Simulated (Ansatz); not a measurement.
Steps from a short run of molecular dynamics on a 2×2×1 supercell (12 atoms) of SnSe2 (P-3m1), relaxed with r2SCAN+rVV10; forces from r2SCAN in the PAW code Ansatz, 3×3×2 mesh, Fermi-Dirac smearing of 0.069 eV, constant energy and volume (NVE), started at 800 K. Classical nuclei, no spin polarisation; a few dozen steps show the first response, not equilibrium.

Cell vectors in Å:
```
 7.6503  0.0000  0.0000
-3.8252  6.6254  0.0000
 0.0000  0.0000  6.2271
```

**Question.** At 3 fs the positions in Å are
```
Sn  -0.003   0.000   0.010
Se   0.000   2.206   1.580
Se   1.923   1.101   4.634
Sn  -1.897   3.322  -0.001
Se  -1.922   5.526   1.572
Se  -0.010   4.410   4.654
Sn   3.806   0.005  -0.002
Se   3.822   2.208   1.588
Se   5.750   1.094   4.650
Sn   1.915   3.310  -0.005
Se   1.912   5.521   1.579
Se   3.832   4.418   4.648
```
What are the forces, and how far does the free energy (smearing included) lie above that of step 0, with the atoms on their sites?

**Answer.** 0.8 meV an atom; forces in eV/Å:
```
Sn  -0.034   0.002  -0.120
Se   0.035   0.038  -0.060
Se  -0.076   0.027   0.150
Sn  -0.183  -0.171   0.019
Se   0.050  -0.019   0.046
Se   0.078   0.045  -0.006
Sn   0.190   0.048   0.015
Se   0.033   0.018  -0.178
Se  -0.066   0.045   0.103
Sn   0.062   0.012   0.038
Se  -0.069  -0.032  -0.097
Se  -0.022  -0.013   0.089
```

**Question.** At 6 fs positions (Å), velocities (Å/fs) and forces (eV/Å) are
```
Sn -0.0061  0.0006  0.0192   -0.0010  0.0001  0.0032   -0.0764  0.0016 -0.2357
Se  0.0004  2.2031  1.5849    0.0001 -0.0009  0.0015    0.0684  0.0766 -0.0805
Se  1.9324  1.0969  4.6161    0.0033 -0.0012 -0.0058   -0.1462  0.0565  0.2552
Sn -1.8821  3.3321 -0.0024    0.0050  0.0032 -0.0004   -0.3651 -0.3379  0.0446
Se -1.9319  5.5313  1.5673   -0.0032  0.0017 -0.0014    0.1011 -0.0407  0.1300
Se -0.0197  4.4040  4.6572   -0.0032 -0.0021  0.0010    0.1661  0.0951 -0.0572
Sn  3.7876  0.0091 -0.0031   -0.0062  0.0015 -0.0005    0.3759  0.0940  0.0311
Se  3.8191  2.2066  1.5996   -0.0010 -0.0003  0.0039    0.0599  0.0322 -0.3107
Se  5.7628  1.0840  4.6499    0.0041 -0.0034 -0.0002   -0.1305  0.0880  0.1623
Sn  1.9167  3.3065 -0.0099    0.0007 -0.0010 -0.0016    0.1225  0.0246  0.0741
Se  1.9118  5.5214  1.5817   -0.0002  0.0000  0.0009   -0.1328 -0.0641 -0.1522
Se  3.8395  4.4199  4.6459    0.0024  0.0005 -0.0008   -0.0430 -0.0259  0.1390
```
Where are the atoms one step (1.5 fs) later, and what forces do they feel?

**Answer.**
```
Sn -0.0076  0.0008  0.0239   -0.0997  0.0006 -0.2910
Se  0.0005  2.2017  1.5871    0.0841  0.0957 -0.0902
Se  1.9372  1.0951  4.6075   -0.1794  0.0724  0.3040
Sn -1.8746  3.3368 -0.0030   -0.4561 -0.4199  0.0599
Se -1.9367  5.5338  1.5651    0.1271 -0.0522  0.1721
Se -0.0246  4.4009  4.6587    0.2132  0.1222 -0.0860
Sn  3.7784  0.0114 -0.0039    0.4664  0.1158  0.0391
Se  3.8176  2.2062  1.6053    0.0712  0.0376 -0.3738
Se  5.7689  1.0790  4.6496   -0.1615  0.1093  0.1888
Sn  1.9178  3.3049 -0.0124    0.1512  0.0312  0.0915
Se  1.9115  5.5215  1.5831   -0.1631 -0.0801 -0.1775
Se  3.8430  4.4206  4.6447   -0.0533 -0.0326  0.1630
```
The temperature goes from 773.6 to 759.7 K.

**Question.** At 9 fs the positions in Å are
```
Sn  -0.009   0.001   0.029
Se   0.001   2.200   1.589
Se   1.942   1.093   4.599
Sn  -1.867   3.341  -0.004
Se  -1.941   5.536   1.563
Se  -0.029   4.398   4.660
Sn   3.769   0.014  -0.005
Se   3.816   2.206   1.611
Se   5.775   1.074   4.649
Sn   1.919   3.303  -0.015
Se   1.911   5.521   1.584
Se   3.847   4.421   4.643
```
What are the forces, and how far does the free energy (smearing included) lie above that of step 0, with the atoms on their sites?

**Answer.** 6.8 meV an atom; forces in eV/Å:
```
Sn  -0.124  -0.001  -0.345
Se   0.099   0.115  -0.099
Se  -0.211   0.089   0.350
Sn  -0.547  -0.501   0.077
Se   0.153  -0.064   0.214
Se   0.262   0.150  -0.117
Sn   0.555   0.137   0.047
Se   0.081   0.042  -0.435
Se  -0.192   0.130   0.213
Sn   0.179   0.038   0.108
Se  -0.192  -0.096  -0.201
Se  -0.063  -0.039   0.186
```

**Question.** At 12 fs the positions in Å are
```
Sn  -0.012   0.001   0.038
Se   0.001   2.198   1.594
Se   1.951   1.090   4.582
Sn  -1.853   3.350  -0.005
Se  -1.951   5.541   1.559
Se  -0.039   4.392   4.663
Sn   3.751   0.018  -0.006
Se   3.813   2.205   1.622
Se   5.787   1.064   4.649
Sn   1.921   3.300  -0.020
Se   1.910   5.521   1.587
Se   3.854   4.423   4.641
```
What are the forces, and how far does the free energy (smearing included) lie above that of step 0, with the atoms on their sites?

**Answer.** 11.6 meV an atom; forces in eV/Å:
```
Sn  -0.176  -0.005  -0.445
Se   0.127   0.152  -0.117
Se  -0.271   0.123   0.436
Sn  -0.726  -0.657   0.117
Se   0.205  -0.089   0.296
Se   0.366   0.210  -0.184
Sn   0.726   0.174   0.064
Se   0.098   0.049  -0.548
Se  -0.250   0.172   0.255
Sn   0.230   0.052   0.140
Se  -0.246  -0.127  -0.245
Se  -0.083  -0.053   0.230
```

**Question.** At 36 fs positions (Å), velocities (Å/fs) and forces (eV/Å) are
```
Sn -0.0456  0.0031  0.0944   -0.0018  0.0000  0.0016   -0.4657 -0.1037 -0.8074
Se  0.0111  2.1871  1.6219    0.0007  0.0000  0.0009    0.2433  0.3469 -0.2185
Se  2.0121  1.0698  4.4714    0.0018 -0.0004 -0.0035   -0.5565  0.3766  0.8316
Sn -1.7657  3.3971 -0.0069    0.0021  0.0007  0.0003   -1.7665 -1.4642  0.5389
Se -2.0132  5.5747  1.5458   -0.0019  0.0011  0.0003    0.5452 -0.2891  0.6943
Se -0.0889  4.3566  4.6714   -0.0007 -0.0007 -0.0005    1.1325  0.6592 -0.6802
Sn  3.6350  0.0619 -0.0153   -0.0035  0.0020 -0.0002    1.6477  0.1770  0.1814
Se  3.7952  2.2006  1.6795   -0.0005 -0.0001  0.0010    0.1742  0.0604 -1.0752
Se  5.8694  0.9956  4.6599    0.0027 -0.0023  0.0009   -0.6408  0.4783  0.2740
Sn  1.9477  3.2783 -0.0533    0.0015 -0.0008 -0.0012    0.3615  0.1997  0.2400
Se  1.8908  5.5135  1.5943   -0.0014 -0.0007 -0.0002   -0.4761 -0.2847 -0.3921
Se  3.9048  4.4306  4.6357    0.0019  0.0001  0.0003   -0.1988 -0.1563  0.4132
```
Where are the atoms one step (1.5 fs) later, and what forces do they feel?

**Answer.**
```
Sn -0.0483  0.0032  0.0967   -0.4628 -0.1148 -0.7981
Se  0.0122  2.1872  1.6232    0.2443  0.3500 -0.2243
Se  2.0148  1.0693  4.4662   -0.5637  0.3879  0.8445
Sn -1.7627  3.3980 -0.0064   -1.7852 -1.4746  0.5504
Se -2.0160  5.5762  1.5464    0.5569 -0.2965  0.6945
Se -0.0898  4.3557  4.6707    1.1511  0.6711 -0.6843
Sn  3.6300  0.0650 -0.0156    1.6742  0.1556  0.1852
Se  3.7945  2.2004  1.6809    0.1796  0.0617 -1.0847
Se  5.8733  0.9922  4.6612   -0.6626  0.4971  0.2583
Sn  1.9499  3.2772 -0.0550    0.3500  0.2105  0.2355
Se  1.8885  5.5125  1.5939   -0.4787 -0.2871 -0.3913
Se  3.9077  4.4308  4.6362   -0.2030 -0.1609  0.4142
```
The temperature goes from 262.9 to 243.3 K.

**Question.** At 42 fs the positions in Å are
```
Sn  -0.057   0.003   0.103
Se   0.016   2.188   1.627
Se   2.022   1.068   4.452
Sn  -1.755   3.399  -0.004
Se  -2.024   5.580   1.549
Se  -0.091   4.354   4.667
Sn   3.617   0.074  -0.016
Se   3.792   2.200   1.683
Se   5.884   0.983   4.666
Sn   1.957   3.274  -0.060
Se   1.881   5.509   1.592
Se   3.916   4.431   4.639
```
What are the forces, and how far does the free energy (smearing included) lie above that of step 0, with the atoms on their sites?

**Answer.** 71.4 meV an atom; forces in eV/Å:
```
Sn  -0.433  -0.152  -0.747
Se   0.243   0.352  -0.242
Se  -0.578   0.417   0.879
Sn  -1.796  -1.471   0.559
Se   0.583  -0.312   0.675
Se   1.170   0.687  -0.662
Sn   1.731   0.076   0.192
Se   0.198   0.067  -1.097
Se  -0.727   0.553   0.202
Sn   0.301   0.243   0.214
Se  -0.479  -0.288  -0.383
Se  -0.213  -0.172   0.410
```
